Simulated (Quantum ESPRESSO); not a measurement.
# GaTi3O7F: convergence and cost over cutoff and k mesh

Simulated, not a measurement. The program is pw.x of Quantum ESPRESSO 7.5 (plane-wave density functional theory). The cell is made up: 12 atoms on a fluorite lattice, with randomly drawn elements, strain and displacements, not relaxed. PseudoDojo standard norm-conserving files (v0.5 for PBE, v0.4.1 for LDA and PBEsol) set the functional; there is no spin polarisation, spin-orbit coupling or dispersion term, and the masses in the input are unused placeholders.

Input of the run in row 2:

```
&control calculation='scf', pseudo_dir='./dojo.nc.sr.pbe.v0_5.standard.upf', outdir='./o', disk_io='low', tprnfor=.true., tstress=.true. /
&system ibrav=0, nat=12, ntyp=4, nbnd=55, ecutwfc=84.00895049, nosym=.true., tot_charge=0,
 occupations='smearing', smearing='fd', degauss=0.0018374661
/
&electrons conv_thr=7.350e-09, electron_maxstep=60, /
ATOMIC_SPECIES
F 1.0 F.upf
Ga 1.0 Ga.upf
O 1.0 O.upf
Ti 1.0 Ti.upf
CELL_PARAMETERS angstrom
4.9054 0.0 0.0
0.0 4.9054 0.0
0.0 0.0 4.9054
ATOMIC_POSITIONS angstrom
Ga 0.0099 -0.0186 -0.1431
Ti 0.0103 2.6167 2.479
Ti 2.5013 -0.0497 2.4097
Ti 2.4834 2.3722 0.1536
O 1.1534 1.1725 1.038
O 1.3875 1.2718 3.7933
F 1.1956 3.8128 1.252
O 1.309 3.6971 3.8207
O 3.6634 1.329 1.1913
O 3.6071 1.2696 3.6213
O 3.6013 3.543 1.4237
O 3.6925 3.6362 3.6927
K_POINTS automatic
5 5 5 1 1 1
```

The same cell was run at these settings. Meshes are shifted by half a step, and differences are from the last row, which is itself not exact.

| cutoff (eV) | k mesh | k points solved | threshold (eV) | free energy less the last row's (eV) | pressure (GPa) | largest stress difference (GPa) | largest force difference (eV/Å) | iterations | wall time (s) | k-point pools | processor |
| --- | --- | --- | --- | --- | --- | --- | --- | --- | --- | --- | --- |
| 800 | 2 x 2 x 2 | 4 | 1e-04 | 2.130 | -28.18 | 28.01 | 0.201 | 15 | 78 | 1 | AMD EPYC, Zen 5 class |
| 1143 | 5 x 5 x 5 | 63 | 1e-07 | 0.002 | -0.39 | 0.04 | 0.002 | 23 | 401 | 4 | Intel Xeon, 2023 or later |
| 1437 | 7 x 7 x 7 | 172 | 1e-07 | 0.000 | -0.35 | 0.00 | 0.000 | 24 | 892 | 4 | AMD EPYC, Zen 5 class |

Each pool is one process. Wall times include start-up and a band step at six k points, which weighs most on the coarsest meshes. The runs were on shared virtual cores whose load varied, so times are rough.